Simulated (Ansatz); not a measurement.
Computed with DFT PBE, scalar-relativistic, plane waves, PAW (Ansatz). All cells share a 420 eV cutoff and Γ-centred k meshes spaced at most about 0.3 Å⁻¹ (about 0.25 or finer for metals, 2π included). No spin polarisation in the final relaxations.

Temperature and zero-point effects are left out. All come from trial cells, and lower structures may exist.

**Question.** These unrelaxed guesses for InBiO are each relaxed within their symmetry. Order them by the energy at which they end, lowest first.
A.

```
CELL_PARAMETERS angstrom
4.62667 0.00000 0.00000
-2.31333 4.00681 0.00000
0.00000 0.00000 7.57203
ATOMIC_POSITIONS crystal
In 0.66667 0.33333 0.25000
In 0.33333 0.66667 0.75000
Bi 0.00000 0.00000 0.00000
Bi 0.00000 0.00000 0.50000
O 0.66667 0.33333 0.75000
O 0.33333 0.66667 0.25000
```

B.

```
CELL_PARAMETERS angstrom
-2.92661 2.92661 3.74007
2.92661 -2.92661 3.74007
2.92661 2.92661 -3.74007
ATOMIC_POSITIONS crystal
In 0.79236 0.79236 0.00000
In 0.20764 0.20764 0.00000
Bi 0.50000 0.00000 0.50000
Bi 0.00000 0.50000 0.50000
O 0.75000 0.25000 0.50000
O 0.25000 0.75000 0.50000
```

C.

```
CELL_PARAMETERS angstrom
2.83314 0.00000 0.00000
0.00000 4.80040 0.00000
0.00000 0.00000 5.16693
ATOMIC_POSITIONS crystal
In 0.50000 0.50000 0.00000
Bi 0.00000 0.00000 0.00000
O 0.00000 0.00000 0.50000
```

D.

```
CELL_PARAMETERS angstrom
3.90128 0.00000 0.00000
0.00000 3.90128 0.00000
0.00000 0.00000 6.98098
ATOMIC_POSITIONS crystal
In 0.50000 0.00000 0.22950
In 0.00000 0.50000 0.77050
Bi 0.50000 0.00000 0.64500
Bi 0.00000 0.50000 0.35500
O 0.00000 0.00000 0.00000
O 0.50000 0.50000 0.00000
```

**Answer.** D (ends in P4/nmm, 0 meV/atom), A (ends in P6_3/mmc, 287 meV/atom), B (ends in P4/mmm, 0.32 eV/atom), C (ends in Pmmm, 0.66 eV/atom).

Spin–orbit coupling, which can matter for Bi, is left out. Cells relaxed within their symmetry can be saddle points. Some candidate types were left out of the draw beforehand, so a known form may be missing.
